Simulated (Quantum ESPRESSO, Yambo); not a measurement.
# Quasiparticle gap of SrNH

```xyz
12
Lattice="7.5423 0.0000 0.0000 0.0000 3.9527 0.0000 0.0000 0.0000 5.5996" Properties=species:S:1:pos:R:3 pbc="T T T"
H      0.1358     0.9882     0.6127
H      7.4064     2.9645     4.9869
H      3.6353     2.9645     3.4125
H      3.9070     0.9882     2.1871
N      0.8797     0.9882     1.3273
N      6.6625     2.9645     4.2723
N      2.8914     2.9645     4.1271
N      4.6509     0.9882     1.4725
Sr     2.6611     2.9645     1.0795
Sr     4.8811     0.9882     4.5201
Sr     1.1100     0.9882     3.8793
Sr     6.4323     2.9645     1.7203
```

The geometry is that of Materials Project entry mp-1187172, symmetrised and not relaxed again.

Starting point: LDA (pw.x of Quantum ESPRESSO, ONCV potentials, no spin-orbit coupling). G0W0 in Yambo: 2×4×2 Γ-centred k mesh, 243 bands and a 7 Ry block in the screening, 243 bands in G with the Bruneval-Gonze terminator, plasmon pole fitted at 27.2 eV.

| Property | Value |
|---|---|
| LDA gap along the band path | 1.85 eV |
| LDA gap between the mesh's edge points (Γ → (0, -0.5, 0)) | 1.85 eV |
| G0W0 gap between the same points | 3.29 eV |
| LDA smallest direct gap on the mesh (at Γ) | 1.90 eV |
| G0W0 direct gap at that point | 3.29 eV |

| k point | band | E LDA (eV) | E QP (eV) | shift (eV) | Z |
|---|---|---|---|---|---|
| Γ | VB | 0.00 | -0.56 | -0.56 | 0.78 |
| Γ | CB | 1.90 | 2.73 | 0.83 | 0.84 |
| (0, -0.5, 0) | VB | -0.45 | -1.13 | -0.68 | 0.78 |
| (0, -0.5, 0) | CB | 1.85 | 2.73 | 0.88 | 0.84 |
| (0, -0.5, -0.5) | VB | -0.74 | -1.44 | -0.71 | 0.78 |
| (0, -0.5, -0.5) | CB | 3.79 | 4.77 | 0.98 | 0.83 |
| (-0.5, 0, -0.5) | VB | -0.56 | -1.17 | -0.61 | 0.78 |
| (-0.5, 0, -0.5) | CB | 3.69 | 4.62 | 0.93 | 0.83 |
| (-0.5, -0.5, 0) | VB | -0.62 | -1.31 | -0.69 | 0.78 |
| (-0.5, -0.5, 0) | CB | 2.76 | 3.69 | 0.93 | 0.83 |
| (-0.5, -0.5, -0.5) | VB | -0.89 | -1.57 | -0.67 | 0.78 |
| (-0.5, -0.5, -0.5) | CB | 4.32 | 5.34 | 1.02 | 0.83 |

Energies count from the LDA valence-band maximum.

Nearest settings tried, and what they do to the gap: 158 bands in G: +4 meV; 6 Ry block (279 vectors against 371): -55 meV; 1×2×2 mesh: -151 meV. Not varied: bands in W. So the settings aren't converged at that level.

The structure is a Materials Project entry; no match was found in the copy of COD used, and its stability was not checked.
